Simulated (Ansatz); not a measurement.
ScRh3N (anti-perovskite, space group No. 221) at seven volumes, PBE in the plane-wave PAW code Ansatz, scaled uniformly. One row is withheld.

```
V (Å³/atom)  P (GPa)
-----------  -------
12.539         24.25
12.952         14.75
13.366          6.74
13.779          0.00
14.192             ?
14.606        -10.45
15.019        -14.47
```

### Question
Fit the shown pressures and predict the withheld one.

### Answer
Third-order Birch–Murnaghan: P = (3/2)B₀(x^(7/2) − x^(5/2))[1 + (3/4)(B′ − 4)(x − 1)] with x = (V₀/V)^(2/3). Least squares on the six rows gives V₀ = 13.780 Å³/atom, B₀ = 205.7 GPa, B′ = 4.71. At V = 14.192, x = 0.9806 and P = -5.65 GPa. The run itself gave -5.68 GPa.

Space group Pm-3m (anti-perovskite). The start of the workflow was typed in or built on a structure type; neither database checked (COD, Materials Project) lists it. Whether it is the stable phase at ambient conditions was not checked. Symmetry was held in the PBE relaxation; its stability against distortions is not shown here. The workflow began spin-polarised and lost its moments.

Potentials: the earlier of the program's two PAW sets.
